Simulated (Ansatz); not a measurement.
input.yaml (Ansatz)

```yaml
crystal:
  lattice:
    - [-1.917998868, 1.917998868, 1.917998868]
    - [1.917998868, -1.917998868, 1.917998868]
    - [1.917998868, 1.917998868, -1.917998868]
  atoms:
    - { symbol: Te, position: [0.0, 0.0, 0.0] }
hamiltonian:
  xc: blyp
  pseudopotentials:
    kind: paw
    azcp:
      Te: "pseudopotentials/Te.paw.azcp"
basis:
  ecutwfc: 420
  fft_grid_basis: typed
kpoints:
  mp_grid: { grid: [13, 13, 13], shift: [0, 0, 0] }
magnetization:
  spin_polarized: false
scf:
  occupations: { method: fermi_dirac, width: 0.1 }
  lower_state_search: "off"
output:
  stress: true
```

and its output:

```
Engine: ansatz 0.2.0, x86_64-unknown-linux-gnu
Pseudopotentials: kind: paw
Pseudopotential: Te, paw, valence charge 16, recommended cutoff 420 eV (normal) 
Functional definition: BLYP
  parameter beta = 0.0042
  parameter a = 0.04918
  parameter b = 0.132
  parameter c = 0.2533
  parameter d = 0.349
  exchange = b88_x(beta = beta)
  correlation = lyp_c(a = a, b = b, c = c, d = d)
Crystal: 1 atoms, lattice volume = 28.223 Å³
Basis set: ecut = 420 eV, 555 PW (Γ), exchange–correlation on 48×48×48 points (8 copies of the dense FFT grid, shifted against one another)
Bands: 12, of which v1, the nominal top of the filled ones, is band 8 counted from 1 (7 counted from 0)
Symmetry: 48 space group operations
Space group: Im-3m (ITA 229), of the structure as read, at distance tolerance 3.0e-5 Å
k-points: 84 of 2197
Non-local potential: Te, projectors of the file, l = 0: 2, l = 1: 2, l = 2: 2, l = 3: 2
PAW form: soft (Blöchl's): semilocal exchange-correlation on the pseudo side does not see the compensation charge
PAW frozen core: Te, regenerated for the run's functional, and the local potential with it (the file was generated under x = pbe(κ = 0.804, μ = 0.2195149727645171), c = pbe(β = 0.06672455060314922))
PAW one-centre angular grid: Te, 590 points (default); XC on 64 Gauss nodes
Initial density: superposition of atomic densities (neutral atoms: chi_scale 0, normalization atom), corrected by the library's trained network
Initial wavefunctions: pseudopotential atomic-orbital guess
Functional: x = b88, c = lyp
SCF iter   1: F=—  HF=-6996.658104 eV  |F-HF|=—  |Δ(HF+E_count)|=         —  Δρ=7.17e-3  dr2=1.64e-2  ethr=1.77e-3  ⟨swp⟩=5.2  Hψ=6113  notcnv=0
SCF iter   2: F=—  HF=-6996.654891 eV  |F-HF|=—  |Δ(HF+E_count)|=   3.21e-3  Δρ=4.46e-3  dr2=6.58e-3  ethr=1.02e-4  ⟨swp⟩=1.0  Hψ=1684  notcnv=0
SCF iter   3: F=—  HF=-6996.653046 eV  |F-HF|=—  |Δ(HF+E_count)|=   1.85e-3  Δρ=9.52e-4  dr2=3.42e-4  ethr=4.11e-5  ⟨swp⟩=2.0  Hψ=1249  notcnv=0
SCF iter   4: F=—  HF=-6996.652958 eV  |F-HF|=—  |Δ(HF+E_count)|=   8.77e-5  Δρ=4.83e-4  dr2=6.27e-5  ethr=2.14e-6  ⟨swp⟩=2.5  Hψ=1595  notcnv=0
SCF iter   5: F=—  HF=-6996.652965 eV  |F-HF|=—  |Δ(HF+E_count)|=   6.67e-6  Δρ=1.16e-4  dr2=5.63e-6  ethr=3.92e-7  ⟨swp⟩=2.0  Hψ=1618  notcnv=0
SCF iter   6: F=—  HF=-6996.652962 eV  |F-HF|=—  |Δ(HF+E_count)|=   2.78e-6  Δρ=2.62e-5  dr2=2.49e-7  ethr=3.52e-8  ⟨swp⟩=3.0  Hψ=1775  notcnv=0
SCF iter   7: F=-6996.652962 eV  HF=-6996.652962 eV  |F-HF|=1.05e-9  |Δ(HF+E_count)|=   9.36e-8  Δρ=2.56e-6  dr2=1.60e-9  ethr=6.25e-10  ⟨swp⟩=4.9  Hψ=3243  notcnv=0
SCF 1 converged in 7 iterations: F = -6996.652962 eV  dr2 = 1.60e-9
SCF converged after 7 iterations
Free energy (F): -6996.652962 eV
Harris-Foulkes:  -6996.652962 eV  (|F-HF|=1.05e-9)
Internal energy: -6996.630171 eV  (E = F + TS)
E sigma→0 (E₀):  -6996.641567 eV
Entropy (-TS):   -0.022791 eV (-22.791 meV/atom)
Fermi energy:    11.793754 eV
--- Per-component energies (eV) ---
  E_band       = -216.334217
  E_kinetic    = 181.911793
  E_local      = -1020.637045  (includes V_loc(G=0)·N_el)
  E_nonlocal   = -312.508836
  E_hartree    = 706.670717
  E_xc         = -122.611618
  E_vxc        = -101.692329  (∫ρ·V_xc dr)
  E_paw        = -4680.815825  (= ΣΔE_a)
  E_vpaw       = -376.750015  (= ΣTr[D̂ρ^β])
  E_aug_tail   = -0.000210  (compensation charges beyond the density's cutoff)
  E_ewald      = -1748.611551
  E_core_change = -0.027597  (= ΣΔE_core)
  E_smearing   = -0.022791  (= −TS)
  E_closure    = 0.000000  (closes the sum)
  Σ components = -6996.652962   (vs F -6996.652962, Δ=0.00e0)
--- Stress (GPa, compression-positive) ---
        6.554574      -0.000000      -0.000000
        0.000000       6.554574      -0.000000
        0.000000       0.000000       6.554574
  P = ⅓ Tr σ = 6.5546 GPa (65.546 kbar)
```
